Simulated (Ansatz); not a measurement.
Relaxed-ion elastic tensor of Si in space group I4/mmm (No. 139; Si on 8h) in GPa (Voigt order), DFT-r²SCAN in the program Ansatz with PAW potentials; density 2.19 g/cm³, 21.28 Å³ per atom.

```
 152  59.0  44.6   0.0   0.0   0.0
59.0   152  44.6   0.0   0.0   0.0
44.6  44.6   200   0.0   0.0   0.0
 0.0   0.0   0.0  55.2   0.0   0.0
 0.0   0.0   0.0   0.0  55.2   0.0
 0.0   0.0   0.0   0.0   0.0  33.0
```

Question: Is the crystal mechanically stable?

Answer: Yes: the smallest eigenvalue of C is 33.0 GPa.

Question: Work out the Voigt, Reuss and Hill averages.

Answer: K_V = 89.0, K_R = 88.4, K_H = 88.7; G_V = 52.4, G_R = 49.0, G_H = 50.7 GPa.

Question: Give Young's modulus, Poisson's ratio, Pugh's ratio and the universal anisotropy index.

Answer: E = 9KG/(3K + G) = 128 GPa; ν = 0.26; K/G = 1.75 (near the Pugh limit of 1.75, no verdict); A_U = 5G_V/G_R + K_V/K_R − 6 = 0.35.

Question: Estimate the sound speeds and the Debye temperature.

Answer: v_l = √((K + 4G/3)/ρ) = 8440 m/s, v_t = √(G/ρ) = 4810 m/s, mean 5350 m/s; Θ = (h/k)(3n/4πV)^(1/3) v_m = 574 K.

Question: Solve the Christoffel equation for the three sound speeds along x, y, z.

Answer: Eigenvalues of C_ijkl n_j n_l equal ρv². In km/s, slowest first: x 3.88, 5.02, 8.33; y 3.88, 5.02, 8.33; z 5.02, 5.02, 9.55.

Question: How much does each axis shrink under pressure?

Answer: Linear compressibilities β_i = Σ_j S_ij (j = 1 to 3): x 4.1, y 4.1, z 3.2 per TPa.

The first step of the workflow began from a Materials Project structure, measured or hypothetical; the Crystallography Open Database copy checked does not list it. It is not the phase usual at ambient conditions (space group No. 227). Symmetry was held in the r²SCAN relaxation; phonons on a q-mesh show no instability.

Potentials: the later of the program's two PAW sets.
